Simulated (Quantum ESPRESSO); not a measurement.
## BSi3C3N (input and log of a self-consistent run)

A calculation, not a measurement. The program is pw.x of Quantum ESPRESSO 7.5 (plane-wave density functional theory). The cell is made up: 8 atoms on a zincblende/diamond lattice, with randomly drawn elements, strain and displacements, not relaxed. PseudoDojo standard norm-conserving files (v0.5 for PBE, v0.4.1 for LDA and PBEsol) set the functional; there is no spin polarisation, spin-orbit coupling or dispersion term, and the masses in the input are unused placeholders.

Input:

```
&control calculation='scf', pseudo_dir='./dojo.nc.sr.pbe.v0_5.standard.upf', outdir='./o', disk_io='medium', tprnfor=.true., tstress=.true. /
&system ibrav=0, nat=8, ntyp=4, nbnd=22, ecutwfc=84.00895049, nosym=.true., tot_charge=0,
 occupations='smearing', smearing='fd', degauss=0.0018374661
/
&electrons conv_thr=7.350e-09, electron_maxstep=60, /
ATOMIC_SPECIES
B 1.0 B.upf
C 1.0 C.upf
N 1.0 N.upf
Si 1.0 Si.upf
CELL_PARAMETERS angstrom
4.2866 -0.1055 0.0
-0.1055 4.2866 0.0
0.0 0.0 4.2866
ATOMIC_POSITIONS angstrom
B -0.0075 0.0389 0.0043
Si -0.0487 2.1162 2.1121
Si 2.1049 -0.0338 2.0847
Si 2.103 2.053 -0.0117
C 1.0377 1.0338 1.0752
C 0.9899 3.2236 3.2503
N 3.1096 1.0052 3.194
C 3.1393 3.1495 1.0874
K_POINTS automatic
4 4 4 1 1 1
```

The log is shortened where brackets say so; the opening notice, blank lines, dates and the lines on written files are dropped, and the path of the files is cut. It prints rydbergs, bohrs and kilobars, and counts compression as positive stress. With no partly filled state, the Fermi energy that it prints is only some level between the filled and the empty states on the mesh, and need not lie in the true gap.

```
     Program PWSCF v.7.5
     Parallel version (MPI & OpenMP), running on       1 processor cores
     Number of MPI processes:                 1
     Threads/MPI process:                     1
     [start-up lines left out]
     bravais-lattice index     =            0
     lattice parameter (alat)  =       8.1030  a.u.
     unit-cell volume          =     531.2175 (a.u.)^3
     number of atoms/cell      =            8
     number of atomic types    =            4
     number of electrons       =        32.00
     number of Kohn-Sham states=           22
     kinetic-energy cutoff     =      84.0090  Ry
     charge density cutoff     =     336.0358  Ry
     scf convergence threshold =      7.3E-09
     mixing beta               =       0.7000
     number of iterations used =            8  plain     mixing
     Exchange-correlation= PBE
                           (   1   4   3   4   0   0   0)
     [axes and pseudopotential details left out]
   Cartesian axes
     site n.     atom                  positions (alat units)
         1        B      tau(   1) = (  -0.0017491   0.0090720   0.0010028  )
         2        Si     tau(   2) = (  -0.0113575   0.4935285   0.4925723  )
         3        Si     tau(   3) = (   0.4908932  -0.0078827   0.4861823  )
         4        Si     tau(   4) = (   0.4904501   0.4787894  -0.0027286  )
         5        C      tau(   5) = (   0.2420067   0.2410971   0.2507522  )
         6        C      tau(   6) = (   0.2308590   0.7517903   0.7580171  )
         7        N      tau(   7) = (   0.7252038   0.2344272   0.7448871  )
         8        C      tau(   8) = (   0.7321303   0.7345091   0.2535974  )
     number of k points=    32  Fermi-Dirac smearing, width (Ry)=  0.0018
                       cart. coord. in units 2pi/alat
        k(    1) = (   0.1281929   0.1281929   0.1250379), wk =   0.0625000
        k(    2) = (   0.1281929   0.1281929   0.3751136), wk =   0.0625000
     [further k points left out]
     Dense  grid:    55345 G-vectors     FFT dimensions: (  48,  48,  48)
     Estimated max dynamical RAM per process >      63.18 MB
     Initial potential from superposition of free atoms
     starting charge      31.9978, renormalised to      32.0000
     Starting wfcs are   32 randomized atomic wfcs
     total cpu time spent up to now is       10.6 secs
     per-process dynamical memory:    48.4 Mb
     Self-consistent Calculation
     iteration #  1     ecut=    84.01 Ry     beta= 0.70
     Davidson diagonalization with overlap
     ethr =  1.00E-02,  avg # of iterations =  3.6
     total cpu time spent up to now is       30.8 secs
     total energy              =     -87.70451290 Ry
     estimated scf accuracy    <       1.53002410 Ry
     iteration #  2     ecut=    84.01 Ry     beta= 0.70
     Davidson diagonalization with overlap
     ethr =  4.78E-03,  avg # of iterations =  2.0
     total cpu time spent up to now is       43.4 secs
     total energy              =     -88.16350467 Ry
     estimated scf accuracy    <       0.61861188 Ry
     iteration #  3     ecut=    84.01 Ry     beta= 0.70
     Davidson diagonalization with overlap
     ethr =  1.93E-03,  avg # of iterations =  2.0
     total cpu time spent up to now is       52.4 secs
     total energy              =     -88.24598507 Ry
     estimated scf accuracy    <       0.02229057 Ry
     iteration #  4     ecut=    84.01 Ry     beta= 0.70
     Davidson diagonalization with overlap
     ethr =  6.97E-05,  avg # of iterations =  8.8
     total cpu time spent up to now is       70.2 secs
     total energy              =     -88.25906298 Ry
     estimated scf accuracy    <       0.00734430 Ry
     iteration #  5     ecut=    84.01 Ry     beta= 0.70
     Davidson diagonalization with overlap
     ethr =  2.30E-05,  avg # of iterations =  3.8
     total cpu time spent up to now is       82.7 secs
     total energy              =     -88.25981126 Ry
     estimated scf accuracy    <       0.00218655 Ry
     [iterations 6 to 7 left out]
     iteration #  8     ecut=    84.01 Ry     beta= 0.70
     Davidson diagonalization with overlap
     ethr =  1.45E-08,  avg # of iterations =  5.4
     total cpu time spent up to now is      112.0 secs
     total energy              =     -88.26000085 Ry
     estimated scf accuracy    <       0.00001106 Ry
     iteration #  9     ecut=    84.01 Ry     beta= 0.70
     Davidson diagonalization with overlap
     ethr =  1.45E-08,  avg # of iterations =  2.0
     total cpu time spent up to now is      116.8 secs
     total energy              =     -88.26000123 Ry
     estimated scf accuracy    <       0.00000132 Ry
     iteration # 10     ecut=    84.01 Ry     beta= 0.70
     Davidson diagonalization with overlap
     ethr =  4.11E-09,  avg # of iterations =  2.8
     total cpu time spent up to now is      121.6 secs
     total energy              =     -88.26000176 Ry
     estimated scf accuracy    <       0.00000016 Ry
     iteration # 11     ecut=    84.01 Ry     beta= 0.70
     Davidson diagonalization with overlap
     ethr =  5.01E-10,  avg # of iterations =  2.0
     total cpu time spent up to now is      127.6 secs
     total energy              =     -88.26000176 Ry
     estimated scf accuracy    <       0.00000004 Ry
     iteration # 12     ecut=    84.01 Ry     beta= 0.70
     Davidson diagonalization with overlap
     ethr =  1.23E-10,  avg # of iterations =  2.1
     total cpu time spent up to now is      132.9 secs
     End of self-consistent calculation
          k = 0.1282 0.1282 0.1250 (  6887 PWs)   bands (ev):
    -7.8158  -4.1888  -1.6980  -1.4758   1.3490   1.6298   2.2442   4.0043
     4.7623   5.0093   5.4992   5.7387   6.2027   7.7133   8.4140   8.8151
    10.9424  11.4756  12.1803  14.1624  14.8245  15.0920
     [levels at the other k points left out]
     the Fermi energy is     9.9509 ev
!    total energy              =     -88.26000176 Ry
     estimated scf accuracy    <          1.5E-09 Ry
     smearing contrib. (-TS)   =       0.00000000 Ry
     internal energy E=F+TS    =     -88.26000176 Ry
     The total energy is F=E-TS. E is the sum of the following terms:
     one-electron contribution =      16.55168763 Ry
     hartree contribution      =      11.90365507 Ry
     xc contribution           =     -30.99784600 Ry
     ewald contribution        =     -85.71749846 Ry
     convergence has been achieved in  12 iterations
     Forces acting on atoms (cartesian axes, Ry/au):
     atom    1 type  1   force =     0.03165153   -0.06816404    0.04010035
     atom    2 type  4   force =     0.00422196    0.06167397    0.02948640
     atom    3 type  4   force =     0.00700241   -0.06453644    0.03496735
     atom    4 type  4   force =    -0.02585733    0.07518613    0.00101494
     atom    5 type  2   force =    -0.07286458   -0.03344391   -0.07112054
     atom    6 type  2   force =    -0.05531521    0.00870131    0.01770899
     atom    7 type  3   force =     0.06631869   -0.01688737    0.01275648
     atom    8 type  2   force =     0.04484254    0.03747034   -0.06491396
     Total force =     0.226089     Total SCF correction =     0.000024
     Computing stress (Cartesian axis) and pressure
          total   stress  (Ry/bohr**3)                   (kbar)     P=      -81.28
  -0.00053804   0.00055658   0.00006178          -79.15       81.88        9.09
   0.00055658  -0.00056787  -0.00013397           81.88      -83.54      -19.71
   0.00006178  -0.00013397  -0.00055168            9.09      -19.71      -81.16
     init_run     :      8.57s CPU     10.42s WALL (       1 calls)
     electrons    :    112.77s CPU    122.32s WALL (       1 calls)
     forces       :      0.76s CPU      0.77s WALL (       1 calls)
     stress       :      2.83s CPU      2.86s WALL (       1 calls)
     [timing details left out]
     PWSCF        :   2m 5.13s CPU   2m16.63s WALL
     JOB DONE.
```

In other units: free energy -1200.838 eV for the cell, pressure -8.13 GPa, largest force component 1.933 eV/Å. A rerun of the same cell at another strain at 1437 eV and a 6 x 6 x 6 mesh moved values by no more than 0.005 eV in energy, 0.03 GPa in stress and 0.002 eV/Å in force.